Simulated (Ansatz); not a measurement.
La₄MgNiO₈: a ladder of calculations

Cell of run 1: a Materials Project structure (computed, not necessarily an observed phase), taken as it stands.

Space group Cmmm (No. 65); a = 5.5406, b = 12.5311, c = 5.5363 Å.

```csv
site,Wyckoff,site symmetry,x,y,z
La1,4i,m2m,0.5000,0.6367,0.0000
La3,4j,m2m,0.5000,0.8633,0.5000
Mg,2b,mmm,0.5000,0.0000,0.0000
Ni,2d,mmm,0.0000,0.0000,0.5000
O7,4i,m2m,0.5000,0.8213,0.0000
O9,8o,.m.,0.2514,0.0000,0.2490
O11,4j,m2m,0.5000,0.3211,0.5000
```

One atom of each set is listed; the run and its k-mesh use a cell of 14 atoms with edges of 6.85, 6.85, 5.54 Å.

All runs are DFT with Ansatz 0.2.0 (plane waves and PAW, scalar-relativistic unless spin–orbit coupling is named, Γ-centred meshes, Fermi–Dirac smearing where given) in this cell. Start moments of run 1 as typed (μB): 2 on each Ni, none on the rest.

Run 1: PBE, with a start moment, atoms as given; 420 eV, 4×4×4 k-points, smearing 0.02 eV.
Run 2: r2SCAN, with a start moment, atoms as given; 500 eV, 4×4×4 k-points, smearing 0.02 eV.
Run 3: PBE+U, with a start moment, atoms as given; 420 eV, 4×4×4 k-points, smearing 0.02 eV (U = 5.0 eV on Ni d).

```csv
run,La3 V_zz (η),Ni V_zz (η),O11 V_zz (η),absolute moment (μB)
1,-15.91 (0.01),9.97 (0.01),-0.13 (0.02),2.1
2,-16.74 (0.00),10.94 (0.00),-0.81 (0.01),2.1
3,?,?,?,?
```

V_zz in 10²¹ V/m²; 3 of the 7 sets of like atoms are followed.

Problem. Estimate the row of run 3.

Solution. La3: -16.62 (0.00); Ni: 10.64 (0.00); O11: -1.15 (0.00); absolute moment (μB): 2.1. It lies nearest to run 2, from whose tensors on these sites it differs by 0.33 at most (largest principal value of the difference, on O11). Taken one at a time, the Hubbard term moves the tensors on these sites by up to 1.02 (largest principal value of the change, on O11), the functional (r2SCAN with its higher cutoff) by 0.97 (Ni).

Without spin–orbit coupling (the program notes it for La) the gradients can shift somewhat, as the gap is small. With these PAW files V_zz is typically within 2 to 3 % of all-electron values, but misses above 10 % occur on Ni. The magnetic order is the one that the run reached from its start moments, not necessarily the measured one. Without spin–orbit coupling (the program notes it for La) the gradients are little affected as a rule: paired runs on crystals with a gap mostly move them by under 2 % at such atoms. For runs 1, 2, 3: All moments are parallel here, as the start or the cell imposes; many such compounds order antiparallel, where fields and spin densities carried over to other atoms largely cancel. In runs 2, 3 the program didn't check the stability of the electronic state in full, so a lower one may lie near. In run 1 the gap is small for the k-mesh or the smearing, and small gradients can still move by 0.1 × 10²¹ V/m² or more.
